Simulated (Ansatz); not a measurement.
An Ansatz (a quantum-chemistry and plane-wave program) relaxation of a generated cell, Rh placed in the AFLOW prototype A_cP8_205_c (as in N2) at the level r2SCAN (plane waves to 500 eV, PAW, scalar-relativistic; Ansatz).

Input of the first round:
Ansatz 0.2 input:
```yaml
crystal:
  lattice:
    - [4.7877001, 0, 0]
    - [0, 4.7877001, 0]
    - [0, 0, 4.7877001]
  atoms:
    - { symbol: Rh, position: [0.05569, 0.05569, 0.05569] }
    - { symbol: Rh, position: [0.55569, 0.44431, 0.94431] }
    - { symbol: Rh, position: [0.94431, 0.55569, 0.44431] }
    - { symbol: Rh, position: [0.44431, 0.94431, 0.55569] }
    - { symbol: Rh, position: [0.94431, 0.94431, 0.94431] }
    - { symbol: Rh, position: [0.44431, 0.55569, 0.05569] }
    - { symbol: Rh, position: [0.05569, 0.44431, 0.55569] }
    - { symbol: Rh, position: [0.55569, 0.05569, 0.44431] }
basis: { ecutwfc: 500, ecutrho_ratio: 4, xc_grid: 4, fft_grid_basis: typed }
kpoints: { mp_grid: { grid: [10, 10, 10] } }
hamiltonian:
  xc: r2scan
  dispersion: none
  pseudopotentials: { kind: paw }
scf: { occupations: { method: fermi_dirac, width: 0.05 } }
relax: { f_tol: 0.01, max_steps: 100, cell: { stress_tol: 0.02 } }
output: { forces: true, stress: true }
```

The end of the output (long lines and the closing message left out):

```
SCF iter   5: F=—  HF=-49958.466133 eV  |F-HF|=—  |Δ(HF+E_count)|=    1.74e0  Δρ=5.72e-2  dr2=9.32e-1  dr2_τ=1.86e0  ethr=1.77e-3  ⟨swp⟩=7.0  Hψ=14574  notcnv=0  defer=430
SCF iter   6: F=—  HF=-49958.892879 eV  |F-HF|=—  |Δ(HF+E_count)|=   4.27e-1  Δρ=8.77e-3  dr2=6.18e-2  dr2_τ=1.44e-2  ethr=6.86e-4  ⟨swp⟩=4.0  Hψ=11219  notcnv=0  defer=433
SCF iter   7: F=—  HF=-49958.898842 eV  |F-HF|=—  |Δ(HF+E_count)|=   5.96e-3  Δρ=6.00e-3  dr2=1.90e-2  dr2_τ=2.49e-3  ethr=4.54e-5  ⟨swp⟩=4.4  Hψ=11123  notcnv=0  defer=427
SCF iter   8: F=—  HF=-49958.894819 eV  |F-HF|=—  |Δ(HF+E_count)|=   4.02e-3  Δρ=1.63e-3  dr2=1.27e-3  dr2_τ=9.45e-5  ethr=1.40e-5  ⟨swp⟩=2.6  Hψ=9361  notcnv=0  defer=418
SCF iter   9: F=—  HF=-49958.894583 eV  |F-HF|=—  |Δ(HF+E_count)|=   2.36e-4  Δρ=2.22e-4  dr2=2.33e-5  dr2_τ=1.14e-6  ethr=9.32e-7  ⟨swp⟩=2.2  Hψ=9762  notcnv=0  defer=413
SCF iter  10: F=—  HF=-49958.894585 eV  |F-HF|=—  |Δ(HF+E_count)|=   2.20e-6  Δρ=4.15e-5  dr2=9.40e-7  dr2_τ=8.97e-8  ethr=1.71e-8  ⟨swp⟩=2.2  Hψ=11342  notcnv=0  defer=413
SCF iter  11: F=-49958.894585 eV  HF=-49958.894585 eV  |F-HF|=6.04e-10  |Δ(HF+E_count)|=   2.21e-7  Δρ=1.29e-6  dr2=1.25e-9  dr2_τ=1.36e-10  ethr=7.35e-11  ⟨swp⟩=6.1  Hψ=26218  notcnv=0
```

Task: Can the last geometry be taken as a relaxed structure?

Result: The SCF loop settled, but the program refused the state: its check on the PAW one-centre occupations went over the threshold; here atoms lie far too close. The program's message (shortened): “refused after 11 iterations: one_centre_occupation = 2.03e0 (threshold 2.00e0); read on the Rh atom at site 4 (counted from 0). The loop had accepted its state.” The shortest distance in this cell is Rh–Rh 0.92 Å. No relaxed structure or energy should be taken from it.
